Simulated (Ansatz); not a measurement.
The relaxed structure here is a generated cell of CuI: the first start was made by placing the elements on the sites of a structure type, and the end was not matched to a known phase here, so it may be hypothetical. Known forms of CuI include space group No. 216.

A relaxed structure of CuI. All values below come from r2SCAN (plane waves to 500 eV, PAW, scalar-relativistic; Ansatz, a program for electronic structure).

```
CELL_PARAMETERS angstrom
      3.66197     0.00000     0.00000
      0.00000     3.66197     0.00000
      0.00000     0.00000     3.66197
ATOMIC_POSITIONS crystal
  Cu 0.00000 0.00000 0.00000
  I  0.50000 0.50000 0.50000
```

### Question
Find the space group and the Wyckoff positions (tolerance 0.01 Å).

### Answer
Space group Pm-3m (No. 221); a = b = c = 3.662 Å, α = β = γ = 90.00°

| atom | site | symmetry | x | y | z |
|---|---|---|---|---|---|
| Cu | 1a | m-3m | 0.0000 | 0.0000 | 0.0000 |
| I | 1b | m-3m | 0.5000 | 0.5000 | 0.5000 |

This is the CsCl type.

### Question
Give the shortest distances between elements (the closest pairs, up to four, under 3.6 Å).

### Answer
Cu–I 3.17 Å.

The volume per atom comes out as 24.55 Å³ and the density is 6.44 g/cm³. The band gap comes out as no gap on the sampled points, where the bands overlap only slightly; such a result is sensitive to mesh and level.

No spin polarisation in the result.

The run could not lower the symmetry of its start; a shaken copy of this end point relaxes with r2SCAN to P1 (No. 1), 0.65 eV/atom lower.
